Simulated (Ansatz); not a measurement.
KTaO3 (cubic perovskite)

```xyz
5
Lattice="4.0244 0.0000 0.0000 0.0000 4.0244 0.0000 0.0000 0.0000 4.0244" Properties=species:S:1:pos:R:3 pbc="T T T"
K      0.0000     0.0000     0.0000
Ta     2.0122     2.0122     2.0122
O      0.0000     2.0122     2.0122
O      2.0122     2.0122     0.0000
O      2.0122     0.0000     2.0122
```

Scan: atom 1 (K, nearest neighbour O at 2.846 Å; its periodic images, 4.0 Å or more away, move with it) is displaced along Cartesian x, direction (1.000, 0.000, 0.000) in Cartesian axes, by s. The other atoms stay.

These are PBE (plane waves to 420 eV, PAW, scalar-relativistic; Ansatz, a program for electronic structure) values and carry that method's errors. k mesh 7×7×7 (Γ-centred), Fermi-Dirac smearing 0.05 eV. E stands for the smeared free energy. KTaO3 is run without spin polarisation. KTaO3 was relaxed with its symmetry unable to fall. Spin-orbit coupling is left out, though Ta is heavy. ΔE is measured from the undisplaced structure.

```csv
s (Å),ΔE (meV/cell)
-0.280,150.8
-0.224,withheld
-0.168,53.5
-0.112,23.7
-0.056,5.9
0.000,0.0
0.056,5.9
0.112,23.7
0.168,53.5
0.224,withheld
0.280,150.8
```

Question: Fit an even polynomial form (powers 2, 4) to the given rows and predict ΔE at s = -0.224.

Answer: Least squares on the 9 given rows: ΔE = (1881)·s² + (546.7)·s⁴, in meV/cell with s in Å; root-mean-square residual 0.02 meV/cell. At -0.224 the fit gives 95.8 meV/cell; the calculation gives 95.7 meV/cell, so the interpolation is off by 0.1 (+0.1 %). The quadratic term alone would give 94.4 meV/cell.

(A displaced cell: forces are minus the slopes of the energy, force constants its curvatures, and phonons follow from these.)
